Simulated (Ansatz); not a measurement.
Pd (fcc, Cu type)

```yaml
crystal:
  lattice:
    - [0.00000, 1.93787, 1.93787]
    - [1.93787, 0.00000, 1.93787]
    - [1.93787, 1.93787, 0.00000]
  atoms:
    - { symbol: Pd, position: [0.00000, 0.00000, 0.00000] }
```

The slice is a {100} plane (indices of the conventional cell) through the point (0.000, 0.000, 0.000) (fractional), spanned by u = [100] and v = [0 1 -1] in vectors of this cell: u (2.74 Å) and v (2.74 Å, at 90° to u). It covers one period; positions are fractions (u, v).

The numbers are results of PBEsol (plane waves to 420 eV, PAW, scalar-relativistic; Ansatz, a quantum-chemistry and plane-wave program), not measurements. k mesh 21×21×21. These are valence fields of a PAW run, semicore shells included where kept as valence: close to a nucleus they are smooth pseudo fields. Pd is run without spin polarisation. Pd was relaxed with its symmetry unable to fall.

### Question
What is the ELF at the midpoint of the shortest Pd–Pd line in this plane (2.74 Å)?

### Answer
0.21.

### Question
What is the valence density on the shortest Pd–Pd line in this plane (2.74 Å), at its midpoint?

### Answer
0.31 e/Å³.

### Question
Predict the map of the electrostatic potential energy of an electron, from the cell's mean on the slice.

### Answer
```
|xxxxxxxxxxx -=+=- xxxxxxxxxx|
|xxxxxxxxxxx.-+++-.xxxxxxxxxx|
|xxxxxxxxxx :=+++=: xxxxxxxxx|
|xxxxxxxxxx -+***+- xxxxxxxxx|
|xxxxxxxxx .=+***+=. xxxxxxxx|
|xxxxxxxxx -+*###*+- xxxxxxxx|
|xxxxxxxx :=*##%##*=: xxxxxxx|
|xxxxxxx :=*##%%%##*=: xxxxxx|
|xxxxx  :=+##%%%%%##+=:  xxxx|
|xxx  .-=*##%%@@@%%##*=-.  xx|
|  .:-=+*##%@@@@@@@%##*+=-:. |
|---=++*##%%@@@@@@@%%##*++=--|
|==++**##%%@@@@@@@@@%%##**++=|
|++++**#%%%@@@@@@@@@%%%#**+++|
|==++**##%%@@@@@@@@@%%##**++=|
|---=++*##%%@@@@@@@%%##*++=--|
|  .:-=+*##%@@@@@@@%##*+=-:. |
|xxx  .-=*##%%@@@%%##*=-.  xx|
|xxxxx  :=+##%%%%%##+=:  xxxx|
|xxxxxxx :=*##%%%##*=: xxxxxx|
|xxxxxxxx :=*##%##*=: xxxxxxx|
|xxxxxxxxx -+*###*+- xxxxxxxx|
|xxxxxxxxx .=+***+=. xxxxxxxx|
|xxxxxxxxxx -+***+- xxxxxxxxx|
|xxxxxxxxxx :=+++=: xxxxxxxxx|
|xxxxxxxxxxx.-+++-.xxxxxxxxxx|
|xxxxxxxxxxx -=+=- xxxxxxxxxx|
|xxxxxxxxxxx -=+=- xxxxxxxxxx|
```
Scale: ten equal steps from 4.00 (start of ' ') to 12.88 (end of '@'), in the order ' .:-=+*#%@'. Values: electrostatic potential energy of an electron, from the cell's mean, in eV. The map has 28 points along u (one character each, u = 0 at the left) and 28 along v (v = 0 in the bottom row). Points within 1 Å of a nucleus are blanked (x), as the pseudised field means little there. Values under 4 eV are set to 4. The zero, the cell's mean, hangs on the PAW cores.
